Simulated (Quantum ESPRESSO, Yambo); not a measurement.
NaF (rock salt, space group Fm-3m, No. 225): one geometry, one set of PBEsol (Quantum ESPRESSO, PseudoDojo norm-conserving, 88 Ry, no spin-orbit coupling) orbitals, self-energies from Yambo (6×6×6 Γ-centred k mesh, bands 2 to 93 and a 14 Ry block in the screening, 93 bands in G with the Bruneval-Gonze terminator, plasmon pole fitted at 27.2 eV).

```json
[
 {"level": "PBEsol (Quantum ESPRESSO)", "gap Γ → Γ (eV)": "6.22"},
 {"level": "exchange only (Hartree-Fock self-energy on PBEsol orbitals)", "gap Γ → Γ (eV)": "?"},
 {"level": "static COHSEX@PBEsol", "gap Γ → Γ (eV)": "?"},
 {"level": "G0W0@PBEsol, plasmon pole", "gap Γ → Γ (eV)": "10.78"}
]
```

Question: What belongs in the gaps?

Answer: 
- exchange only (Hartree-Fock self-energy on PBEsol orbitals), gap Γ → Γ (eV): 18.46
- static COHSEX@PBEsol, gap Γ → Γ (eV): 13.13

Bare exchange has no screening and gives the widest gap; static COHSEX screens it but leaves out the frequency dependence, which G0W0 restores.

Convergence of the G0W0 settings was not tested.

Geometry relaxed with PBEsol; primitive cell a = b = c = 3.272 Å, α = β = γ = 60.00°.
